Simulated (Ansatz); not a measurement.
InAs (zinc blende, F-43m) at seven volumes, DFT-PBEsol in the program Ansatz with PAW potentials, scaled uniformly. One row is withheld.

```
V (Å³/atom)  P (GPa)
-----------  -------
25.654          6.55
26.500          3.99
27.346             ?
28.191          0.00
29.037         -1.53
29.883         -2.82
30.729         -3.91
```

### Question
Fit the shown pressures and predict the withheld one.

### Answer
P = (3/2)B₀(x^(7/2) − x^(5/2))[1 + (3/4)(B′ − 4)(x − 1)] with x = (V₀/V)^(2/3). Least squares on the six rows gives V₀ = 28.193 Å³/atom, B₀ = 55.6 GPa, B′ = 4.70. At V = 27.346, x = 1.0205 and P = 1.82 GPa. The run itself gave 1.82 GPa.

The PBEsol relaxation kept the symmetry of its start.

Potentials: the later of the program's two PAW sets.
